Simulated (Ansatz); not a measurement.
A geometry of Ag away from equilibrium: step 4 of the relaxation of a relaxed Ag cell, doubled along one cell vector, shaken by Gaussian noise of σ = 0.08 Å a coordinate. Level of theory: PBEsol (plane waves to 420 eV, PAW, scalar-relativistic; Ansatz, a program for electronic structure). Γ-centred k-mesh 8×8×6 on the run's cell (coarser than for final values), Fermi–Dirac smearing 0.05 eV.

```yaml
crystal:
  lattice:
    - [4.57631, -0.00434, -0.00260]
    - [-2.29192, 4.07775, -0.01094]
    - [-0.00311, -0.01692, 5.54928]
  atoms:
    - { symbol: Ag, position: [0.99794, 0.00490, 0.99003] }
    - { symbol: Ag, position: [0.01164, 0.02687, 0.49238] }
    - { symbol: Ag, position: [0.35106, 0.70752, 0.29762] }
    - { symbol: Ag, position: [0.32710, 0.65875, 0.79840] }
    - { symbol: Ag, position: [0.68135, 0.36753, 0.19743] }
    - { symbol: Ag, position: [0.65584, 0.31982, 0.70027] }
```

Task: Predict the force on each atom, in eV/Å.

Result: 
```json
[
 {"atom": "Ag1", "Fx": "0.03", "Fy": "0.08", "Fz": "0.10"},
 {"atom": "Ag2", "Fx": "-0.03", "Fy": "-0.08", "Fz": "-0.08"},
 {"atom": "Ag3", "Fx": "0.02", "Fy": "-0.05", "Fz": "0.15"},
 {"atom": "Ag4", "Fx": "-0.04", "Fy": "0.07", "Fz": "0.11"},
 {"atom": "Ag5", "Fx": "-0.02", "Fy": "-0.13", "Fz": "-0.09"},
 {"atom": "Ag6", "Fx": "0.05", "Fy": "0.11", "Fz": "-0.20"}
]
```

Task: What is the pressure?

Result: -1.9 GPa, compression positive.

Task: How much energy per atom can still be gained by relaxing?

Result: 0.03 eV/atom; the path ends in I4/mmm (No. 139).

No spin polarisation in the result.

The end of the path is a generated cell of Ag: the first start was made by placing the elements on the sites of a structure type, and the end was not matched to a known phase here, so it may be hypothetical. Known forms of Ag include space group No. 225.
